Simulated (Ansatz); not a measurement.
YN (CsCl type, Pm-3m) under volume change, DFT-r²SCAN in the program Ansatz with PAW potentials, scaled uniformly.

```json
[
 {"V (Å³/atom)": "12.059", "E − E(relaxed) (meV/atom)": "…", "P (GPa)": "…"},
 {"V (Å³/atom)": "12.457", "E − E(relaxed) (meV/atom)": "26.9", "P (GPa)": "11.42"},
 {"V (Å³/atom)": "12.854", "E − E(relaxed) (meV/atom)": "6.4", "P (GPa)": "5.27"},
 {"V (Å³/atom)": "13.252", "E − E(relaxed) (meV/atom)": "0.0", "P (GPa)": "0.00"},
 {"V (Å³/atom)": "13.649", "E − E(relaxed) (meV/atom)": "5.7", "P (GPa)": "-4.51"},
 {"V (Å³/atom)": "14.047", "E − E(relaxed) (meV/atom)": "21.8", "P (GPa)": "-8.36"},
 {"V (Å³/atom)": "14.444", "E − E(relaxed) (meV/atom)": "…", "P (GPa)": "…"}
]
```

Task: Some entries are withheld; supply them.

Result: 
- 14.444, E − E(relaxed) (meV/atom): 46.8
- 14.444, P (GPa): -11.66
- 12.059, E − E(relaxed) (meV/atom): 63.9
- 12.059, P (GPa): 18.62

Task: What does a third-order Birch–Murnaghan fit give for V₀, B₀ and B′?

Result: V₀ = 13.25 Å³/atom, B₀ = 162 GPa, B′ = 4.2.

A made-up cell: these elements were put on the sites of a structure type; neither database checked (COD, Materials Project) lists it. COD files the formula under space group No. 225, so this cell is another polymorph or a model. Its standing as an ambient phase is unchecked. Symmetry was held in the r²SCAN relaxation; whether a distortion lowers the energy is not shown. The run is not spin-polarised.

Potentials: the later of the program's two PAW sets.
